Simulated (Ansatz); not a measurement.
Data:

Rb$_{2}$NiP$_{2}$:
```cif
data_Ni2P4Rb4
_chemical_formula_sum 'Rb4 Ni2 P4'
_space_group_name_H-M_alt 'P 1'
_space_group_IT_number 1
_cell_length_a 7.55939
_cell_length_b 7.55939
_cell_length_c 5.59201
_cell_angle_alpha 90.000
_cell_angle_beta 90.000
_cell_angle_gamma 129.477
loop_
_space_group_symop_operation_xyz
  'x, y, z'
loop_
_atom_site_label
_atom_site_type_symbol
_atom_site_fract_x
_atom_site_fract_y
_atom_site_fract_z
_atom_site_occupancy
Rb1 Rb 0.78758 0.21242 0.25000 1
Rb2 Rb 0.21242 0.78758 0.75000 1
Rb3 Rb 0.41116 0.58884 0.25000 1
Rb4 Rb 0.58884 0.41116 0.75000 1
Ni1 Ni 0.00000 0.00000 0.00000 1
Ni2 Ni 0.00000 0.00000 0.50000 1
P1 P 0.92808 0.73555 0.25000 1
P2 P 0.07192 0.26445 0.75000 1
P3 P 0.73555 0.92808 0.75000 1
P4 P 0.26445 0.07192 0.25000 1
```

This is the LDA-relaxed structure.

Question: All from plane-wave PAW LDA (Ansatz code), unless another level is named. Predict the vibrational entropy at 300 K.

Answer: 38.3 J/(K·mol of atoms).

Question: Predict the zero-point energy.

Answer: 30.9 meV/atom.

Question: Next, the highest zone-centre frequency (without LO–TO term)?

Answer: 501 cm^-1.

Space group Cmcm. The workflow started from a Materials Project entry (that database holds measured and hypothetical structures alike); the Crystallography Open Database copy checked does not list it. Its standing as an ambient phase is unchecked. The LDA relaxation kept the symmetry of its start; phonons on a q-mesh show no instability. The run is not spin-polarised.

Potentials: the later of the program's two PAW sets.
